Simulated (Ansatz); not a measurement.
**From Cs2PdI6 to Cs2PdBr6**

```
I Pd Cs
1.0
     0.00000    5.71694    5.71694
     5.71694    0.00000    5.71694
     5.71694    5.71694    0.00000
I Pd Cs
6 1 2
Cartesian
  2.7213 5.7169 5.7169
  5.7169 2.7213 5.7169
  8.7126 5.7169 5.7169
  5.7169 8.7126 5.7169
  5.7169 5.7169 2.7213
  5.7169 5.7169 8.7126
  0.0000 0.0000 0.0000
  2.8585 2.8585 2.8585
  8.5754 8.5754 8.5754
```

Method: r2SCAN in Ansatz 0.2.0, PAW datasets, plane waves to 500 eV, 4×4×4 Γ-centred mesh, methfessel-paxton occupations of width 0.031 eV. Spin: none. Single points at fixed atoms.

Now every I is replaced by Br on the same fractional sites, and the cell goes from 41.52 to 31.47 Å³ an atom (a = 7.372 Å, b = 7.372 Å, c = 7.372 Å, α = 60.00°, β = 60.00°, γ = 60.00°; 6×6×6 Γ-centred mesh, fermi-dirac occupations of width 0.100 eV).

Q: What changes?

A: The runs give:

```tsv
quantity	Cs2PdI6	Cs2PdBr6
gap on the mesh (eV)	0.10	0.72
pressure (GPa)	0.1	1.8
formation energy (eV/atom)	-0.939	-1.175
```

Mean Bader charges in e: I -0.33 becomes Br -0.40; Pd +0.33 → +0.72, Cs +0.83 → +0.84. Br is more electronegative than I (Pauling 2.96 against 2.66); its site moves by -0.07 e an atom, and Pd by +0.39. The gap on the mesh goes from 0.10 to 0.72 eV. At these unrelaxed cells the formation energy of Cs2PdBr6 is the lower, by 0.24 eV an atom.

Origins: Cs2PdI6, a known structure type with other elements put in, at an estimated volume; Cs2PdBr6, a known structure type with other elements put in, at an estimated volume. An invented cell need not be a known compound.

Caveats: atoms and cells are not relaxed; no spin-orbit coupling, which can shift gaps by tenths of an eV; pressure is positive in compression; a dash marks a value that doesn't apply or isn't given.
